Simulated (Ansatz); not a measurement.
Input:

SiNi3:
```xyz
4
Lattice="3.4610 0.0000 0.0000 0.0000 3.4610 0.0000 0.0000 0.0000 3.4610" Properties=species:S:1:pos:R:3 pbc="T T T"
Si     0.0000     0.0000     0.0000
Ni     0.0000     1.7305     1.7305
Ni     1.7305     0.0000     1.7305
Ni     1.7305     1.7305     0.0000
```

This is the PBEsol-relaxed structure.

**Question.** All from PBEsol in the plane-wave PAW code Ansatz, unless another level is named. Predict the electronic character.

**Answer.** metallic (no gap).

**Question.** What about the formation energy from the elements (no fitted shifts)?

**Answer.** -529 meV/atom.

**Question.** What about the density of states at the Fermi level?

**Answer.** 0.51 states/eV per atom (mean over ±0.08 eV).

Space group Pm-3m (Cu3Au type). The PBEsol relaxation kept the symmetry of its start; of distortions, only those at the zone centre were tested. No spin polarisation was allowed. The references are the lowest solids computed at this level, not always the standard phases.

Potentials: the later of the program's two PAW sets.
